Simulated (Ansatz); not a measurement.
ZnSnN₂:
```
ZnSnN2
1.0
    1.58223     0.91350     5.13544
   -1.58223     0.91350     5.13544
    0.00000    -1.82700     5.13544
Zn Sn N
1 1 2
Direct
  0.00000   0.00000   0.00000
  0.50000   0.50000   0.50000
  0.75275   0.75275   0.75275
  0.24725   0.24725   0.24725
```

Relaxed with the program Ansatz at the PBEsol level (PAW). Indices refer to the conventional cell of R-3m, a = b = 3.1645 Å, c = 15.4063 Å, α = β = 90.00°, γ = 120.00°.

Q: Simulate the powder diffraction pattern (Cu Kα, λ = 1.54184 Å; lines above 1 %) up to 2θ = 90°.

A: Simulated powder pattern, Cu Kα, λ = 1.54184 Å (kinematic, ideal powder, no thermal factors, no anomalous dispersion; the 30 strongest lines at most, above 1 %, up to 2θ = 90°):

```
2θ (°)  d (Å)  I/Imax (%)          hkl
------  -----  ----------  -----------
17.27   5.135          15       (0003)
33.20   2.698         8.1   (1 0 -1 1)
34.74   2.582          87   (0 1 -1 2)
34.94   2.568          29       (0006)
40.39   2.233         100   (1 0 -1 4)
44.23   2.048         3.4   (0 1 -1 5)
53.39   1.716         2.4   (1 0 -1 7)
58.32   1.582          32   (1 1 -2 0)
58.59   1.576          31   (0 1 -1 8)
61.31   1.512         3.0   (1 1 -2 3)
68.78   1.365         1.0   (0 2 -2 1)
69.70   1.349          12   (2 0 -2 2)
69.82   1.347          23   (1 1 -2 6)
70.07   1.343          12  (1 0 -1 10)
73.33   1.291          15   (0 2 -2 4)
73.81   1.284         5.0   (0 0 0 12)
83.13   1.162         1.2   (1 1 -2 9)
87.34   1.116         9.6   (2 0 -2 8)
```

The start of the workflow was typed in or built on a structure type; neither database checked (COD, Materials Project) lists it. Its standing as an ambient phase is unchecked. Symmetry was held in the PBEsol relaxation. At this level the phase is mechanically unstable. Its formation energy is positive at this level, so the cell may be metastable or incomplete. Scalar-relativistic: spin–orbit coupling is off unless named, which matters more the heavier the elements.

Potentials: the earlier of the program's two PAW sets. The files were generated under PBE; for other functionals the program regenerates the frozen cores, and for LDA and PBEsol the local potential too.
